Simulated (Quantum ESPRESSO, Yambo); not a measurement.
Quasiparticle gap of CsO at -1.5 % isotropic strain

```
CELL_PARAMETERS angstrom
     -2.10222     3.12985     3.66197
      2.10222    -3.12985     3.66197
      2.10222     3.12985    -3.66197
ATOMIC_POSITIONS crystal
  O  0.61812 0.00000 0.61812
  O  0.38188 0.00000 0.38188
  Cs 0.25163 0.25163 0.00000
  Cs 0.74837 0.74837 0.00000
```

The PBEsol cell relaxed from Materials Project entry mp-7896 was given an isotropic strain of -1.5 % on all lattice vectors, and the atoms were relaxed again.

Starting point: norm-conserving PBEsol (Quantum ESPRESSO, 84 Ry, no spin-orbit coupling). G0W0 in Yambo: 4×4×4 Γ-centred k mesh, 110 bands and a 6 Ry block in the screening, 110 bands in G with the Bruneval-Gonze terminator, plasmon pole fitted at 27.2 eV.

```yaml
PBEsol gap along the band path: 1.79 eV
PBEsol gap between the mesh's edge points (Γ → (-0.5, -0.5, -0.5)): 1.96 eV
G0W0 gap between the same points: 3.35 eV
PBEsol smallest direct gap on the mesh (at Γ): 1.98 eV
G0W0 direct gap at that point: 3.34 eV
estimate of the fundamental G0W0 gap (path gap plus the correction; the mesh misses a band edge): 3.18 eV
```

| k point | band | E PBEsol (eV) | E QP (eV) | shift (eV) | Z |
|---|---|---|---|---|---|
| Γ | VB | 0.00 | -0.82 | -0.82 | 0.78 |
| Γ | CB | 1.98 | 2.52 | 0.55 | 0.86 |
| (0, -0.5, 0) | VB | -0.44 | -1.33 | -0.89 | 0.78 |
| (0, -0.5, 0) | CB | 2.91 | 3.43 | 0.52 | 0.86 |
| (-0.5, -0.5, -0.5) | VB | -0.58 | -1.45 | -0.87 | 0.77 |
| (-0.5, -0.5, -0.5) | CB | 1.96 | 2.53 | 0.57 | 0.86 |

Energies count from the PBEsol valence-band maximum.

Convergence of the G0W0 settings was not tested.

The structure is a Materials Project entry; no match was found in the copy of COD used, and its stability was not checked.
